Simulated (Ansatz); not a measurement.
TePd:
Space group Cmcm (No. 63); a = 3.880 Å, b = 10.730 Å, c = 3.999 Å, α = β = γ = 90.00°

```csv
atom,site,symmetry,x,y,z
Te,4c,m2m,0.0000,0.3584,0.2500
Pd,4c,m2m,0.0000,0.1040,0.2500
```
(The calculation used a cell of 4 atoms; values per cell refer to that cell.)

Relaxed at zero pressure with r²SCAN (plane waves, PAW; program Ansatz).

**Question.** The volume is lowered by 3 % and shape and atoms relax at that volume. What pressure results, and how do the axes share the change?

**Answer.** 3.2 GPa; a -1.3 %, b -1.6 %, c -0.2 %; the energy rises by 6 meV/atom.

**Question.** Give the new structure.

**Answer.** 
Space group Cmcm (No. 63); a = 3.831 Å, b = 10.556 Å, c = 3.993 Å, α = β = γ = 90.00°

```tsv
atom	site	symmetry	x	y	z
Te	4c	m2m	0.0000	0.3591	0.2500
Pd	4c	m2m	0.0000	0.1022	0.2500
```

The phase is kept; no other phase was compared at this pressure.

The start of the workflow was typed in or built on a structure type; neither database checked (COD, Materials Project) lists it. COD files the formula under space group No. 194. Its standing as an ambient phase is unchecked. The cell was relaxed with r²SCAN under the symmetry of its start; whether a distortion lowers the energy is not shown. The run is not spin-polarised. Spin–orbit coupling is left out wherever it is not named.

Potentials: the later of the program's two PAW sets.
